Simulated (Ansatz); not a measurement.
**Hf₃N₂ under pressure: fit and missing row**

Hf₃N₂, R-3m, a = 3.193 Å, c = 23.125 Å. The structure is a Materials Project entry; whether it is the stable form wasn't checked. Ansatz: PBEsol, PAW, 420 eV, Γ-centred 12×12×12 mesh on 5 atoms, Gaussian smearing 0.10 eV; no spin polarisation. Cell and atoms are relaxed at each pressure, and no other structure is tried, so the rows at high pressure may lie past a change of phase.

| V (Å³/atom) | P (GPa) |
| --- | --- |
| 11.857 | 40.01 |
| ? | 20.01 |
| 13.062 | 10.01 |
| 13.322 | 5.05 |
| 13.492 | 2.03 |
| 13.615 | -0.02 |
| 13.740 | -2.01 |

Problem. Take V0 = 13.615 Å³/atom, count pressures from its P0 = -0.02 GPa, fit the third-order Birch–Murnaghan form to the other rows, and predict the missing volume.

Solution. With the Eulerian strain f = ½[(V0/V)^(2/3) − 1] and y = (P − P0)/[3f(1 + 2f)^(5/2)], the form is the line y = B0 + 1.5 B0 (B0′ − 4) f. Rows (f, y): 0.04828, 219.5; 0.01401, 222.7; 0.00730, 223.3; 0.00303, 222.1; -0.00304, 221.6. Means f = 0.01392, y = 221.84; Σ(Δf)² = 0.001631, ΣΔfΔy = -0.08875; the slope is their ratio. y = 222.6 − 54.43 f GPa, so B0 = 222.6 GPa and B0′ = 4 + 2 × (-54.43)/(3 × 222.6) = 3.84. P = 20.01 GPa is met at f = 0.02653 (y = 221.16), so V = V0 (1 + 2f)^(−3/2) = 12.599 Å³/atom. The run gave 12.601 Å³/atom, so the fit is 0.002 Å³/atom too low, within twice the rms miss on the fitted rows (0.002 Å³/atom). With a term in f² added B0′ becomes 4.36, so this figure hangs on the form.

Spin–orbit coupling is left out, which can shift energies with elements as heavy as these.